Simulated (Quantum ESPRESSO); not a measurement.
**Band energies of LaTe**

```
LaTe
1.0
    0.00000     3.24713     3.24713
    3.24713     0.00000     3.24713
    3.24713     3.24713     0.00000
Te La
1 1
Direct
  0.50000   0.50000   0.50000
  0.00000   0.00000   0.00000
```

PBEsol (Quantum ESPRESSO, PseudoDojo norm-conserving, 110 Ry, scalar-relativistic); path ΓXWKΓLUWLK,UX; energies in eV from the Fermi level.

```
k (1/Å)  point  band 10  band 11  band 12  band 13  band 14  band 15  band 16  band 17
-------  -----  -------  -------  -------  -------  -------  -------  -------  -------
0.00         Γ   -12.28    -2.30    -2.30    -2.30     0.00     0.00     0.00     0.64
0.43             -11.89    -4.15    -2.66    -2.66    -0.84     0.87     0.94     0.94
0.97         X   -11.94    -3.66    -2.72    -2.72    -1.55     1.15     1.17     1.24
1.45         W   -11.68    -3.96    -3.49    -3.49     0.43     0.43     1.19     1.22
1.57             -11.68    -3.95    -3.56    -3.41     0.07     0.74     1.17     1.22
1.79         K   -11.69    -3.93    -3.61    -3.30    -0.38     1.04     1.09     1.19
2.00             -11.51    -4.57    -3.66    -3.48     0.64     0.82     0.96     1.14
2.51             -11.99    -3.51    -3.04    -2.64     0.04     0.21     0.59     0.85
2.82         Γ   -12.28    -2.30    -2.30    -2.30     0.00     0.00     0.00     0.64
3.03             -12.13    -2.95    -2.65    -2.65     0.02     0.18     0.18     0.93
3.45             -11.42    -4.86    -3.67    -3.67     0.49     0.97     0.97     1.24
3.66         L   -11.26    -5.17    -3.83    -3.83     0.73     1.06     1.07     1.26
4.01             -11.49    -4.60    -3.65    -3.60     0.35     0.94     1.05     1.20
4.25         U   -11.69    -3.93    -3.61    -3.30    -0.38     1.04     1.09     1.19
4.59         W   -11.68    -3.96    -3.49    -3.49     0.43     0.43     1.19     1.23
4.98             -11.43    -4.77    -3.69    -3.68     0.59     0.83     1.10     1.20
5.28         L   -11.26    -5.17    -3.83    -3.83     0.73     1.06     1.07     1.29
5.45             -11.32    -5.03    -3.77    -3.77     0.68     1.00     1.06     1.24
5.87         K   -11.69    -3.93    -3.61    -3.30    -0.38     1.04     1.09     1.19
5.87         U   -11.69    -3.93    -3.61    -3.30    -0.38     1.04     1.09     1.19
6.21         X   -11.94    -3.66    -2.72    -2.72    -1.55     1.15     1.16     1.22
```

A metal at this level: along this path band 14 crosses the Fermi level.

Spin-orbit coupling is left out; for elements this heavy it splits bands near the Fermi level. The 4f states are in the valence at their DFT position.

Geometry of the Materials Project entry, not relaxed at this level.
